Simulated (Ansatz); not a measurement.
MnTlF3: reading a single point

```
Mn F Tl
1.0
     4.28323    0.00000    0.00000
     0.00000    4.28323    0.00000
     0.00000    0.00000    4.28323
Mn F Tl
1 3 1
Cartesian
  0.0000 0.0000 0.0000
  2.1416 0.0000 0.0000
  0.0000 2.1416 0.0000
  0.0000 0.0000 2.1416
  2.1416 2.1416 2.1416
```

Method: LDA, collinear spin; PAW, plane waves to 420 eV, 6×6×6 Γ-centred mesh, fermi-dirac occupations (width 0.1 eV) (Ansatz 0.2.0), atoms fixed.

Magnetic state (reached from a saved solution, and it need not be the lowest): Mn1 up.

Contacts: Mn–F at 2.14 Å: least valence density 0.38 e/Å³ and ELF 0.10 there. Tl–F at 3.03 Å: least valence density 0.09 e/Å³ and ELF 0.05 there, a closed-shell (ionic or weak) contact. Both are smooth PAW fields, read partly inside the augmentation spheres.
Electronic structure: The gap is 0.88 eV, indirect or between spins (the least direct gap found is 2.22 eV).
Band edges: Within 0.7 eV of the edges, the states project mainly on Mn d (71 %) and F p (26 %) below the gap and on Mn d (54 %) and Tl p (35 %) above it.
Formation energy: -2.06 eV an atom against the elements' usual phases (free molecules for gases, crystals otherwise, with no correction for O₂ or N₂), so it is bound against them; other compounds may still compete. Relaxing would lower it.
Charges: Bader charges in e: Mn +1.55, Tl +0.85, F -0.80. In the mean Mn gives up most and F takes most.
Moments: Mn1 +4.61 μB of spin moment in Bader basins; net size 5.00 μB a cell.
Stress: The pressure is -6.9 GPa (compression positive), so with the atoms held at these fractions the cell would first shrink.

Origin: a known structure type with other elements, at an estimated volume, so it need not be a known compound. Caveats: no spin-orbit coupling, which can shift this gap by tenths of an eV.
